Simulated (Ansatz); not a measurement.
InIr3N:
```yaml
crystal:
  lattice:
    - [4.16034, 0.00000, 0.00000]
    - [0.00000, 4.16034, 0.00000]
    - [0.00000, 0.00000, 4.16034]
  atoms:
    - { symbol: In, position: [0.00000, 0.00000, 0.00000] }
    - { symbol: Ir, position: [0.00000, 0.50000, 0.50000] }
    - { symbol: Ir, position: [0.50000, 0.00000, 0.50000] }
    - { symbol: Ir, position: [0.50000, 0.50000, 0.00000] }
    - { symbol: N, position: [0.50000, 0.50000, 0.50000] }
```

Relaxed with PBE. Special points in fractions of this cell's reciprocal vectors: Γ (0.000, 0.000, 0.000); X (0.000, 0.500, 0.000); M (0.500, 0.500, 0.000); R (0.500, 0.500, 0.500).

Question: List the band energies nearest the Fermi level at these points for DFT-PBE in the program Ansatz with PAW potentials.

Answer: In eV from the Fermi level; about four levels below and three above (degenerate sets whole), none deeper than 8.9 eV; points with the same levels are listed once.

```csv
k,below,above
Γ,-1.86 -1.86 -1.86 -1.79 -1.79,0.23 0.23 0.23 0.23
X,-1.99 -1.36 -0.83 -0.83,0.23 1.68 1.70
M,-1.79 -1.31 -0.66 -0.23,0.54 0.54 1.23
R,-1.28 -1.28 0.00 0.00 0.00,1.71 1.71 1.71
```

Space group Pm-3m (anti-perovskite). The start of the workflow was typed in or built on a structure type; neither database checked (COD, Materials Project) lists it. Whether it is the stable phase at ambient conditions was not checked. The cell was relaxed with PBE under the symmetry of its start; whether a distortion lowers the energy is not shown. The workflow began spin-polarised and lost its moments. The volume moved by 16 % from the start of the relaxation. Its formation energy is positive at this level, so the cell may be metastable or incomplete. Spin–orbit coupling is left out wherever it is not named.

Potentials: the earlier of the program's two PAW sets.
